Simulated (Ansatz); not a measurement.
## Ti: stationary points along a deformation path

All numbers below come from DFT r2SCAN, scalar-relativistic, plane waves, PAW (Ansatz). Settings: plane waves to 500 eV, k-mesh 22×22×22 (Γ-centred), Gaussian smearing 0.15 eV. No spin polarisation. Energies are free energies at this smearing, counted from the undisturbed cell; pressure is positive in compression.

The starting cell (as given, not relaxed at this level; it stands at -2.8 GPa; this bcc form isn't the usual structure):

```xyz
1
Lattice="-1.6410 1.6410 1.6410 1.6410 -1.6410 1.6410 1.6410 1.6410 -1.6410" Properties=species:S:1:pos:R:3 pbc="T T T"
Ti    0.0000    0.0000    0.0000
```

At fixed volume and fractional coordinates, lengths along (0.000, 0.000, 1.000) are scaled against those across it; ρ is that ratio over its starting value. V = 17.676 Å³/atom. Δσ is the stress along the axis less the mean stress across it (compression positive).

```
    ρ  ΔE (meV/atom)  Δσ (GPa) space group
0.650          248.7     22.05       I4/mmm
0.707          123.8     17.39       I4/mmm
0.780           30.5      9.02       I4/mmm
0.850           -9.1      2.98       I4/mmm
0.920           -9.8     -2.14       I4/mmm
0.960           -2.7     -1.82       I4/mmm
1.000            0.0      0.00        Im-3m
1.050           -3.2      1.73       I4/mmm
1.100          -11.6      3.14       I4/mmm
1.200          -35.7      3.87       I4/mmm
1.300          -55.4      2.61       I4/mmm
1.414          -63.9      0.01        Fm-3m
1.500          -59.7     -1.93       I4/mmm
```

How does the stress give the slope of the energy, and where is the energy stationary?

Along the path d ln(length) is 2/3 d ln ρ on the axis and −1/3 d ln ρ across it, so dE/d ln ρ = −(2/3) V Δσ: the energy falls with ρ where Δσ is positive. Δσ vanishes or changes sign between ρ = 0.850 and 0.920, a minimum (near 0.89 by linear interpolation); at ρ = 1.000 (Im-3m), a maximum at 0.0 meV/atom; at ρ = 1.414 (Fm-3m), a minimum at -63.9 meV/atom. Pairs of stationary points between two samples would go unseen, and could change a minimum read from distant neighbours into a maximum. At ρ = 1.000, 1.414 the cell is cubic, where symmetry alone makes the stress isotropic and the slope zero.

Which shear constant sets the curvature at ρ = 1?

For a cubic crystal E/V = (2/3) C (ln ρ)² with C = C′ = (C11 − C12)/2, so Δσ = −2C ln ρ. The parabola of Δσ against ln ρ through ρ = 0.960, 1 and 1.050 gives C ≈ -20 GPa with the ions clamped, rough because the steps are large. It is the stress–strain coefficient at this cell's pressure of -2.8 GPa, not the zero-pressure constant. It is negative, so the cubic cell is unstable to this shear.

Integrate that slope from ρ = 1 to 1.200 by the trapezoid rule.

With V/N in Å³ and 1 eV/Å³ = 160.2 GPa the slopes at ρ = 1.000, 1.050, 1.100, 1.200 are 0, -127, -231, -284 meV/atom per unit of ln ρ. The steps add (-3.1) + (-8.3) + (-22.4) = -33.8 meV/atom, against -35.7 from the energies; the trapezoid rule misses the curvature of the slope within each step.

Is the start the lowest point of the path?

No: ρ = 1.414 lies 63.9 meV/atom lower, with no sampled rise above the start on the way. Volume and inner coordinates are held, so a relaxed structure there would lie lower still.

In a metal these slopes depend on the k mesh and the smearing.